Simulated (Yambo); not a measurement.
Absorption of NaBa$_{2}$ReO$_{6}$ (space group Fm-3m, No. 225) with and without the electron-hole interaction (Yambo, PBEsol bands; 4×4×4 mesh, 12 valence and 3 conduction bands, static screening with 94 bands and a 3 Ry block, scissor 1.73 eV, Tamm-Dancoff; field along x).

| E (eV) | Im ε, BSE | Im ε, independent quasiparticles |
|---|---|---|
| 1.66 | 0.04 | 0.05 |
| 1.76 | 0.05 | 0.05 |
| 1.86 | 0.05 | 0.06 |
| 1.96 | 0.06 | 0.06 |
| 2.06 | 0.06 | 0.06 |
| 2.16 | 0.07 | 0.07 |
| 2.26 | 0.08 | 0.07 |
| 2.36 | 0.09 | 0.08 |
| 2.46 | 0.11 | 0.09 |
| 2.56 | 0.13 | 0.09 |
| 2.67 | 0.16 | 0.10 |
| 2.77 | 0.21 | 0.11 |
| 2.87 | 0.30 | 0.13 |
| 2.97 | 0.46 | 0.14 |
| 3.07 | 0.81 | 0.15 |
| 3.17 | 1.27 | 0.17 |
| 3.27 | 1.08 | 0.20 |
| 3.37 | 0.73 | 0.23 |
| 3.47 | 0.63 | 0.27 |
| 3.57 | 0.73 | 0.32 |
| 3.67 | 1.05 | 0.38 |
| 3.77 | 1.49 | 0.49 |
| 3.87 | 1.97 | 0.65 |
| 3.97 | 2.07 | 0.92 |
| 4.07 | 2.20 | 1.39 |
| 4.17 | 2.16 | 1.90 |
| 4.27 | 1.71 | 2.53 |
| 4.38 | 1.30 | 3.26 |
| 4.48 | 1.16 | 4.14 |
| 4.58 | 1.04 | 5.02 |
| 4.68 | 1.02 | 5.11 |
| 4.78 | 0.92 | 5.07 |
| 4.88 | 0.82 | 5.28 |
| 4.98 | 0.82 | 5.80 |
| 5.08 | 0.76 | 6.38 |
| 5.18 | 0.82 | 7.35 |
| 5.28 | 0.77 | 7.49 |
| 5.38 | 0.70 | 7.12 |
| 5.48 | 0.61 | 7.08 |
| 5.58 | 0.55 | 6.36 |
| 5.68 | 0.46 | 5.60 |
| 5.78 | 0.41 | 4.57 |
| 5.88 | 0.39 | 3.84 |
| 5.98 | 0.39 | 3.56 |
| 6.08 | 0.40 | 3.09 |
| 6.19 | 0.42 | 2.60 |
| 6.29 | 0.45 | 2.36 |
| 6.39 | 0.47 | 2.34 |

The scissor comes from a G0W0 run whose convergence isn't established. Broadening 0.15 eV. The band window holds all transitions up to 6.4 eV. Fine structure above the onset can come from the mesh.

Without spin-orbit coupling, band edges of such heavy elements can be off by tenths of an eV.

Geometry of the Materials Project entry, not relaxed at this level; primitive cell a = 5.955 Å, b = 5.955 Å, c = 5.955 Å, α = 60.00°, β = 60.00°, γ = 60.00°.
